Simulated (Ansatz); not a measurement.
SiTe:
```xyz
4
Lattice="5.0217 0.0000 0.0000 0.0000 5.0217 0.0000 0.0000 0.0000 4.0055" Properties=species:S:1:pos:R:3 pbc="T T T"
Si     0.0000     2.5109     1.3722
Si     2.5109     0.0000     2.6333
Te     2.5109     2.5109     0.0000
Te     0.0000     0.0000     0.0000
```

Relaxed with PBE+D3(BJ). Special points in fractions of this cell's reciprocal vectors: Γ (0.000, 0.000, 0.000); X (0.000, 0.500, 0.000); M (0.500, 0.500, 0.000); Z (0.000, 0.000, 0.500); R (0.000, 0.500, 0.500); A (0.500, 0.500, 0.500).

List the band energies nearest the Fermi level at these points for plane-wave PAW PBE+D3(BJ) (Ansatz code).

In eV from the Fermi level; about four levels below and three above (degenerate sets whole), none deeper than 8.9 eV; points with the same levels are listed once.

```tsv
k	below	above
Γ	-1.90 -1.79 -1.79 -0.01	0.59 2.50 3.55
X	-1.85 -1.85 -0.65 -0.65	1.42 1.42 3.38 3.38
M	-1.71 -1.71 -0.69 -0.69	0.31 0.31 0.74 0.74
Z	-2.71 -2.24 -1.95 -1.95	0.54 0.54 0.96
R	-3.27 -3.27 -1.68 -1.68	0.65 0.65 2.48 2.48
A	-4.94 -4.94 -4.33 -4.33	0.79 0.79 2.95 2.95
```

Space group P4/nmm. The start of the workflow was typed in or built on a structure type; neither database checked (COD, Materials Project) lists it. Its standing as an ambient phase is unchecked. The PBE+D3(BJ) relaxation kept the symmetry of its start; whether a distortion lowers the energy is not shown. The volume moved by -15 % from the start of the relaxation. Its formation energy is positive at this level, so the cell may be metastable or incomplete. Scalar-relativistic: spin–orbit coupling is off unless named, which matters more the heavier the elements.

Potentials: the later of the program's two PAW sets.
